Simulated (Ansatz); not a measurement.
V:
```
CELL_PARAMETERS angstrom
      0.00000     2.73419     2.73419
      2.73419     0.00000     2.73419
      2.73419     2.73419     0.00000
ATOMIC_POSITIONS crystal
  V  0.00000 0.00000 0.00000
  V  0.25000 0.25000 0.25000
```
Starting moments (μB, in the order of the atoms V V): 1.9 1.9.

Relaxed with PBE.

Problem. Which orbitals make up the states near the Fermi level in the program Ansatz at the PBE level (PAW)?

Solution. Within 0.5 eV of the Fermi level: V 3d 88 %, V 4s 8 %. Projections are on Löwdin-orthogonalised atomic valence shells; empty p or d shells of many metals are not among them.

Problem. Tabulate the density of states.

Solution. States/eV per cell of 2 atoms, in 0.25 eV bins, energy from the Fermi level.

| E (eV) | total | V 3d | V 4s | V 3p |
|---|---|---|---|---|
| -5.60 | 0.00 | 0.00 | 0.00 | 0.00 |
| -5.35 | 0.04 | 0.00 | 0.03 | 0.00 |
| -5.10 | 0.07 | 0.00 | 0.07 | 0.00 |
| -4.85 | 0.10 | 0.00 | 0.09 | 0.00 |
| -4.60 | 0.15 | 0.00 | 0.15 | 0.00 |
| -4.35 | 0.21 | 0.00 | 0.20 | 0.00 |
| -4.10 | 0.26 | 0.01 | 0.25 | 0.00 |
| -3.85 | 0.31 | 0.02 | 0.29 | 0.00 |
| -3.60 | 0.37 | 0.03 | 0.33 | 0.00 |
| -3.35 | 0.43 | 0.05 | 0.37 | 0.01 |
| -3.10 | 0.53 | 0.10 | 0.41 | 0.01 |
| -2.85 | 0.76 | 0.26 | 0.47 | 0.01 |
| -2.60 | 2.67 | 2.09 | 0.50 | 0.01 |
| -2.35 | 2.11 | 1.73 | 0.35 | 0.01 |
| -2.10 | 1.69 | 1.35 | 0.30 | 0.01 |
| -1.85 | 1.59 | 1.17 | 0.37 | 0.01 |
| -1.60 | 5.77 | 4.88 | 0.71 | 0.02 |
| -1.35 | 5.49 | 5.05 | 0.34 | 0.02 |
| -1.10 | 3.82 | 3.50 | 0.24 | 0.02 |
| -0.85 | 3.46 | 3.11 | 0.26 | 0.02 |
| -0.60 | 2.82 | 2.40 | 0.29 | 0.02 |
| -0.35 | 4.23 | 3.66 | 0.37 | 0.02 |
| -0.10 | 3.53 | 2.91 | 0.45 | 0.01 |
| 0.15 | 2.11 | 1.81 | 0.26 | 0.01 |
| 0.40 | 4.44 | 4.23 | 0.14 | 0.02 |
| 0.65 | 5.26 | 4.87 | 0.26 | 0.03 |
| 0.90 | 4.24 | 3.70 | 0.38 | 0.02 |
| 1.15 | 3.70 | 3.27 | 0.23 | 0.02 |
| 1.40 | 2.71 | 2.30 | 0.22 | 0.01 |
| 1.65 | 1.64 | 1.42 | 0.10 | 0.01 |
| 1.90 | 3.18 | 2.90 | 0.11 | 0.01 |
| 2.15 | 3.38 | 3.10 | 0.12 | 0.01 |
| 2.40 | 3.62 | 3.34 | 0.15 | 0.01 |
| 2.65 | 3.71 | 3.34 | 0.24 | 0.01 |
| 2.90 | 1.12 | 0.78 | 0.20 | 0.00 |
| 3.15 | 2.03 | 1.41 | 0.44 | 0.01 |
| 3.40 | 2.07 | 1.59 | 0.28 | 0.00 |
| 3.65 | 2.14 | 1.63 | 0.28 | 0.00 |
| 3.90 | 4.15 | 3.62 | 0.28 | 0.01 |
| 4.15 | 1.07 | 0.59 | 0.23 | 0.00 |
| 4.40 | 1.36 | 0.61 | 0.38 | 0.00 |
| 4.65 | 1.27 | 0.48 | 0.38 | 0.00 |

Space group Fd-3m (diamond). The start of the workflow was typed in or built on a structure type; neither database checked (COD, Materials Project) lists it. It is not the phase usual at ambient conditions (space group No. 229). Symmetry was held in the PBE relaxation; whether a distortion lowers the energy is not shown. Spin order of the final state: ferromagnetic, chosen from 4 collinear starts compared on coarse meshes (ties went to the first, and starts can fall back to one state), not a proven ground state.

Potentials: the later of the program's two PAW sets.
